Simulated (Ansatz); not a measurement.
**A vibration from a frozen displacement in SrCl2**

These are results of DFT r2SCAN, scalar-relativistic, plane waves, PAW in Ansatz, not measurements. Settings: plane waves to 500 eV, k-mesh 6×6×6 (Γ-centred), Gaussian smearing 0.05 eV. No spin polarisation. Energies are free energies at this smearing, counted from the undisturbed cell; pressure is positive in compression.

The undisturbed cell (as given, not relaxed at this level; it stands at 0.4 GPa, and it needn't be the usual structure):

```
Sr Cl
1.0
     0.00000    3.48550    3.48550
     3.48550    0.00000    3.48550
     3.48550    3.48550    0.00000
Sr Cl
1 2
Cartesian
  0.0000 0.0000 0.0000
  1.7428 1.7428 1.7428
  5.2283 5.2283 5.2283
```

Every Cl atom is moved by x along the Cartesian unit vector (1.000, 0.000, 0.000); the cell and all other atoms stay fixed. The cell's volume is 84.69 Å³; the moved atoms weigh 70.900 u together and the others 87.620 u. Some rows repeat others by symmetry and weren't run.

```
  x (Å)  ΔE (meV/cell) total force on the moved atoms along the move (eV/Å) pressure (GPa)
-0.2000          59.42                                                0.5968          0.8909
-0.1750          45.45                                                0.5212          0.7734
-0.1500          33.36                                                0.4460          0.6713
-0.1250          23.15                                                0.3710          0.5847
-0.1000          14.81                                                0.2964          0.5138
-0.0750           8.32                                                0.2222          0.4585
-0.0500           3.70                                                0.1480          0.4190
-0.0250           0.92                                                0.0740          0.3953
 0.0000           0.00                                                0.0000          0.3874
 0.0250           0.92                                               -0.0740          0.3953
 0.0500           3.70                                               -0.1480          0.4190
 0.0750           8.32                                               -0.2222          0.4585
 0.1000          14.81                                               -0.2964          0.5138
 0.1250          23.15                                               -0.3710          0.5847
 0.1500          33.36                                               -0.4460          0.6713
 0.1750          45.45                                               -0.5212          0.7734
 0.2000          59.42                                               -0.5968          0.8909
```

Q: What frequency belongs to this motion?

A: The force constant is k = −dF/dx = 2.960 eV/Å², from the parabola through x = -0.0250, 0 and 0.0250. In every cell the moved atoms swing against the rest, so the mass is μ = m₁m₂/(m₁ + m₂) = 39.189 u, and ν̃ = 521.5 cm⁻¹ × √(|k|/μ) = 143 cm⁻¹. To first order in x, and within 1 %, the force on every atom lies along the move and, within each of the two groups, in proportion to the atom's mass, so this is itself a mode at the zone centre of this cell, taken without macroscopic field (the transverse frequency in a polar insulator).

Q: How far does the harmonic law reach?

A: At x = -0.200 Å, kx²/2 = 59.20 meV against the computed 59.42 meV (+0.4 %): the well is still close to harmonic there.

Q: The pressure changes with x². What does that say about the frequency under compression?

A: With E = k(V)x²/2, k ∝ V^(−2γ) and x scaling with the cell as V^(1/3), P − P0 = −∂E/∂V = (2γ − 2/3) ΔE/V. At x = 0.0500 Å, V(P − P0) = 84.69 × 0.03158 / 160.2 eV = 16.69 meV and ΔE = 3.70 meV, so γ = 1/3 + V(P − P0)/(2ΔE) = 2.59. This is the Grüneisen parameter of the motion under uniform scaling of the cell: shrinking the cell evenly by 1 % in volume raises the frequency by about 2.59 %.